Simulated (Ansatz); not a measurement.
Relaxed InP (zinc blende):

```yaml
crystal:
  lattice:
    - [0.00000, 2.97977, 2.97977]
    - [2.97977, 0.00000, 2.97977]
    - [2.97977, 2.97977, 0.00000]
  atoms:
    - { symbol: P, position: [0.75000, 0.75000, 0.75000] }
    - { symbol: In, position: [0.00000, 0.00000, 0.00000] }
```

Scan: atom 2 (In, nearest neighbour P at 2.581 Å; its periodic images, 4.2 Å or more away, move with it) is displaced along Cartesian [111], direction (0.577, 0.577, 0.577) in Cartesian axes, by s. The other atoms stay.

The numbers are results of PBE (plane waves to 420 eV, PAW, scalar-relativistic; Ansatz, a first-principles code), not measurements. k mesh 8×8×8 (Γ-centred), Fermi-Dirac smearing 0.05 eV. E stands for the smeared free energy. InP was relaxed with its symmetry unable to fall. ΔE is measured from the undisplaced structure.

| s (Å) | ΔE (meV/cell) |
|---|---|
| -0.520 | 1803 |
| -0.416 | 1014 |
| -0.312 | withheld |
| -0.208 | 199 |
| -0.104 | 44 |
| 0.000 | 0 |
| 0.104 | 35 |
| 0.208 | 122 |
| 0.312 | 241 |
| 0.416 | 374 |
| 0.520 | 507 |

### Question
Fit a polynomial form (powers 2, 3, 4) to the given rows and predict ΔE at s = -0.312.

### Answer
Least squares on the 10 given rows: ΔE = (3601)·s² + (-4570)·s³ + (2469)·s⁴, in meV/cell with s in Å; root-mean-square residual 5.4 meV/cell. At -0.312 the fit gives 513 meV/cell; the calculation gives 504 meV/cell, so the interpolation is off by 9 (+1.8 %). The quadratic term alone would give 351 meV/cell.

(For displaced atoms, the force is minus the slope of the energy, and its curvature is a force constant, which sets phonon frequencies.)
